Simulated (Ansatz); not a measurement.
Name crystals whose computed values (the program Ansatz at the PBE level (PAW)) fall in these windows: gap (eV) 0.73 to 0.95; B₀ by P(V) fit (GPa) 32 to 39; electron conductivity mass (mₑ) 0.43 to 0.60.



| crystal | gap (eV) | B₀ by P(V) fit (GPa) | electron conductivity mass (mₑ) |
|---|---|---|---|
| PbS, zinc blende | 0.85 | 35.2 | 0.51 |
Others may fit too.

Typed or built starts, not in the databases checked: PbS, zinc blende. Not the usual ambient phase: PbS, zinc blende. The cell was relaxed under the symmetry of its start. Scalar-relativistic: spin–orbit coupling is off unless named, which matters more the heavier the elements.

Potentials: the earlier of the program's two PAW sets.
